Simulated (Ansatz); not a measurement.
Input:

Nb$_{2}$CS:
```cif
data_C2Nb4S2
_chemical_formula_sum 'Nb4 C2 S2'
_space_group_name_H-M_alt 'P63/mmc'
_space_group_IT_number 194
_space_group_name_Hall '-P 6c 2c'
_cell_length_a 3.32447
_cell_length_b 3.32447
_cell_length_c 11.54003
_cell_angle_alpha 90.000
_cell_angle_beta 90.000
_cell_angle_gamma 120.000
loop_
_atom_site_label
_atom_site_type_symbol
_atom_site_symmetry_multiplicity
_atom_site_Wyckoff_symbol
_atom_site_fract_x
_atom_site_fract_y
_atom_site_fract_z
_atom_site_occupancy
Nb1 Nb 4 f 0.33333 0.66667 0.09423 1
C1 C 2 a 0.00000 0.00000 0.00000 1
S1 S 2 d 0.66667 0.33333 0.25000 1
```

This is the r²SCAN-relaxed structure.

All from the program Ansatz at the r²SCAN level (PAW), unless another level is named. Estimate the electronic character.

metallic (no gap).

What about the density of states at the Fermi level?

0.45 states/eV per atom (mean over ±0.08 eV).

What about the gap with spin–orbit coupling?

none (metallic).

Space group P6_3/mmc. The first step of the workflow began from a Materials Project structure, measured or hypothetical; the Crystallography Open Database copy checked does not list it. Its standing as an ambient phase is unchecked. The cell was relaxed with r²SCAN under the symmetry of its start; its stability against distortions is not shown here. The run is not spin-polarised. Spin–orbit coupling is left out wherever it is not named.

Potentials: the later of the program's two PAW sets.
